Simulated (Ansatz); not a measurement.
Values for one crystal, relaxed and computed with DFT-r²SCAN in the program Ansatz with PAW potentials; other levels are named.

```yaml
volume_per_atom: 20.48 Å³
electronic_character: metallic (no gap)
hill_bulk_and_shear_moduli: 101 and 37.2 GPa
Elastic constants (relaxed ions, GPa): C11 = 146, C12 = 81.3, C13 = 69.3, C33 = 177, C44 = 36.3
highest_zone_centre_frequency: 175 cm⁻¹
zone_centre_stability: no imaginary mode at Γ
Gap with spin–orbit coupling: none (metallic)
```

Task: Which of these materials gives this?
(A) TiPd, Pmma (Ti on 2e, Pd on 2f)
(B) ZrTi, P-6m2 (Zr on 1a, Ti on 1d)
(C) Ti3Ag, Cu3Au type
(D) TiPd2, Immm (Ti on 2a, Pd on 4i)

Result: B, ZrTi, P-6m2 (Zr on 1a, Ti on 1d)

The workflow started from a Materials Project entry (that database holds measured and hypothetical structures alike); the Crystallography Open Database copy checked does not list it. With Zr and Ti taken as one species the cell has the higher symmetry P6_3/mmc, so it may be an ordered model of a mixed-site phase. Its standing as an ambient phase is unchecked. The cell was relaxed with r²SCAN under the symmetry of its start. The run is not spin-polarised. As this level gives no gap, shear constants depend on the k-mesh and smearing (Fermi–Dirac, 0.1 eV here). As this level gives no gap, phonon frequencies hold no LO–TO term and depend on the k-mesh and smearing (Fermi–Dirac, 0.1 eV here). Spin–orbit coupling is left out wherever it is not named.

Potentials: the later of the program's two PAW sets.
